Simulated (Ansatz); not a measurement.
BaSi:
```yaml
crystal:
  lattice:
    - [2.46965, -5.96998, 0.00000]
    - [2.46965, 5.96998, 0.00000]
    - [0.00000, 0.00000, 4.07473]
  atoms:
    - { symbol: Ba, position: [0.85859, 0.14141, 0.75000] }
    - { symbol: Ba, position: [0.14141, 0.85859, 0.25000] }
    - { symbol: Si, position: [0.55789, 0.44211, 0.75000] }
    - { symbol: Si, position: [0.44211, 0.55789, 0.25000] }
```

Relaxed with PBEsol.

**Question.** Map the electron localisation function on the plane through (0.859, 0.141, 0.750) spanned by u = [0, 0, 1] and v = [1, -1, 0] in lattice vectors, from PBEsol (plane waves, PAW; program Ansatz).

**Answer.** x is the fraction of u, y of v (the angle between them is 90°; rows are the nearest grid lines); atoms in the plane: Ba at (0.00, 0.00), Ba at (0.50, 0.28), Si at (0.00, 0.70), Si at (0.50, 0.58).
```
|002899731010137998200|
|789998520000025899987|
|999975200000002579999|
|111100000000000001111|
|777765321111123567777|
|999987532111235789999|
|778887542212245788877|
|643577765444567775346|
|346899987656789998643|
|566788863333368887665|
|445677753464357776544|
|112457888888888754211|
|111346789999987643111|
|011111111111111111110|
|000000112222211000000|
|000136899999998631000|
|001379983000389973100|
|111258997323799852111|
|111126899999998621111|
|110000124565421000011|
|211000000010000000112|
|999863101121101368999|
|889997311111113799988|
|002899731010137998200|
```
Scale: ten equal steps from -0.001 (start of '0') to 0.892 (end of '9'), in the order '0123456789'; x runs from 0.000 to 1.00, y from 0.000 (bottom) to 1.00 (top).

The density is the valence pseudo-density with augmentation charge, so density and ELF within about 1 Å of a nucleus are not all-electron values.

Space group Cmcm. The workflow started from an entry of the Crystallography Open Database (COD). Its standing as an ambient phase is unchecked. Symmetry was held in the PBEsol relaxation; whether a distortion lowers the energy is not shown. Spin–orbit coupling is left out wherever it is not named.

Potentials: the later of the program's two PAW sets.
